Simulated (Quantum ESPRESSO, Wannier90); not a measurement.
**SnS (Cmcm), plane waves to Wannier functions**

```
begin unit_cell_cart
ang
    0.0000000000    0.0000000000    4.0903200000
   -4.0904400000    0.0000000000    0.0000000000
    2.0452200000   -5.8981200000    0.0000000000
end unit_cell_cart
begin atoms_frac
Sn   0.2500000000 -0.1282200000 -0.2564400000
Sn  -0.2500000000  0.1282200000  0.2564400000
S    0.2500000000 -0.3461300000  0.3077400000
S   -0.2500000000  0.3461300000 -0.3077400000
end atoms_frac
```

Materials Project entry mp-559676; symmetrised, unrelaxed at this level. COD (Crystallography Open Database) has the formula in 3 space groups, this one among them (matched by group alone). Method: PBEsol plane waves in Quantum ESPRESSO 7.5 (PseudoDojo norm-conserving files, 58 Ry, spinors with spin-orbit coupling), Bloch states on a 6×6×6 mesh through Γ, Wannier90 4.0.1. Density: 8×8×8 mesh, Gaussian smearing 0.01 Ry. With spin-orbit coupling a semilocal functional can close or falsely invert a small gap; the band order was not checked against a better method. The gap is small at this level and was sampled on the meshes and a path alone.

A tight-binding model is made by disentanglement and projection with no localisation steps (num_iter = 0), so the 32 orbitals stay atom-like: hydrogen-like Sn: s;p; S: s;p, axes along x, y, z; frozen window up to 4.88 eV relative to the valence-band maximum. It follows pw.x to 8.1 meV rms for states up to 1.3 eV relative to the valence-band maximum. Matrix elements depend on this choice of orbitals and windows.

Problem. What are the on-site energies relative to the valence-band maximum, and how fast do the hoppings decay?

Solution. 
| atom | orbitals | energy (eV) |
|---|---|---|
| Sn1 | s↑ s↓ | -5.04 |
| Sn1 | pz↑ pz↓ | 1.72 |
| Sn1 | px↑ px↓ | 1.68 |
| Sn1 | py↑ py↓ | 1.74 |
| Sn2 | s↑ s↓ | -5.04 |
| Sn2 | pz↑ pz↓ | 1.72 |
| Sn2 | px↑ px↓ | 1.68 |
| Sn2 | py↑ py↓ | 1.74 |
| S3 | s↑ s↓ | -11.66 |
| S3 | pz↑ pz↓ px↑ px↓ py↑ py↓ | -1.80 |
| S4 | s↑ s↓ | -11.66 |
| S4 | pz↑ pz↓ px↑ px↓ py↑ py↓ | -1.80 |

```json
[
 {"distance of the centres (Å)": "2–3", "largest modulus (eV)": "2.4"},
 {"distance of the centres (Å)": "3–4", "largest modulus (eV)": "0.92"},
 {"distance of the centres (Å)": "4–5", "largest modulus (eV)": "0.36"},
 {"distance of the centres (Å)": "5–6", "largest modulus (eV)": "0.18"},
 {"distance of the centres (Å)": "6–7", "largest modulus (eV)": "0.11"},
 {"distance of the centres (Å)": "7–8", "largest modulus (eV)": "0.037"},
 {"distance of the centres (Å)": "8–9", "largest modulus (eV)": "0.063"},
 {"distance of the centres (Å)": "9–10", "largest modulus (eV)": "0.039"},
 {"distance of the centres (Å)": "10–11", "largest modulus (eV)": "0.034"}
]
```
